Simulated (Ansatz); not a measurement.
BW: computed DOS

```
CELL_PARAMETERS angstrom
1.58091 -4.24112 0.00000
1.58091 4.24112 0.00000
0.00000 0.00000 3.09513
ATOMIC_POSITIONS crystal
B 0.56102 0.43898 0.75000
B 0.43898 0.56102 0.25000
W 0.85539 0.14461 0.75000
W 0.14461 0.85539 0.25000
```

Structure from Materials Project entry mp-1008487 (possibly hypothetical), not relaxed further.

No spin–orbit coupling, which matters for the heavy atoms here.

Method: Ansatz 0.2.0, DFT, PBEsol, all-electron LAPW, scalar-relativistic.

The runs use a Γ-centred 11×11×11 k mesh, Fermi–Dirac smearing of 0.03 eV, basis error target 0.5 meV/atom, no spin polarisation.

States per eV and cell, averaged over 0.6 eV, from -12.4 to 5.4 eV, with energies (bin centres) from the Fermi level; empty bins are left out. The partial columns, the largest 3 alone, are projections on Löwdin-orthogonalised atomic shells (those that the program's projection atoms carry: the occupied ones and, for some elements, an empty d or f shell; other empty shells have no column), summed over atoms of an element. Weights on diffuse s and p shells depend on that basis and aren't pure angular character.

| E (eV) | total | W 5d | B 2p | B 2s |
| --- | --- | --- | --- | --- |
| -12.2 | 0.69 | 0.09 | 0.13 | 0.32 |
| -11.6 | 0.87 | 0.18 | 0.17 | 0.40 |
| -11.0 | 0.67 | 0.17 | 0.18 | 0.25 |
| -10.4 | 0.32 | 0.10 | 0.09 | 0.11 |
| -9.8 | 0.67 | 0.21 | 0.22 | 0.17 |
| -9.2 | 0.80 | 0.26 | 0.28 | 0.15 |
| -8.6 | 1.43 | 0.50 | 0.50 | 0.20 |
| -8.0 | 0.41 | 0.16 | 0.13 | 0.08 |
| -7.4 | 1.08 | 0.39 | 0.43 | 0.13 |
| -6.8 | 1.80 | 0.73 | 0.75 | 0.13 |
| -6.2 | 1.71 | 0.78 | 0.72 | 0.07 |
| -5.6 | 1.71 | 0.86 | 0.70 | 0.06 |
| -5.0 | 3.66 | 1.97 | 1.46 | 0.09 |
| -4.4 | 2.95 | 1.76 | 0.98 | 0.07 |
| -3.8 | 2.61 | 1.84 | 0.56 | 0.04 |
| -3.2 | 2.48 | 1.90 | 0.42 | 0.03 |
| -2.6 | 1.19 | 1.01 | 0.13 | 0.01 |
| -2.0 | 0.59 | 0.50 | 0.06 | 0.01 |
| -1.4 | 0.96 | 0.83 | 0.10 | 0.01 |
| -0.8 | 1.32 | 1.12 | 0.16 | 0.01 |
| -0.2 | 1.53 | 1.28 | 0.19 | 0.01 |
| 0.4 | 1.62 | 1.34 | 0.20 | 0.02 |
| 1.0 | 1.75 | 1.46 | 0.20 | 0.03 |
| 1.6 | 2.54 | 2.13 | 0.29 | 0.04 |
| 2.2 | 3.58 | 2.95 | 0.43 | 0.08 |
| 2.8 | 2.14 | 1.67 | 0.35 | 0.05 |
| 3.4 | 1.02 | 0.67 | 0.26 | 0.05 |
| 4.0 | 1.37 | 0.67 | 0.41 | 0.17 |
| 4.6 | 1.88 | 0.79 | 0.51 | 0.33 |
| 5.2 | 2.47 | 0.99 | 0.68 | 0.44 |

Q: Which of the resolved shells contributes most within 0.3 eV of the Fermi level?

A: W 5d, with 84 % of all states there; B 2p follows with 13 %.

Q: Where is the centre of the filled W 5d states between -14 eV and the top of the filled states?

A: -4.24 eV from the Fermi level.
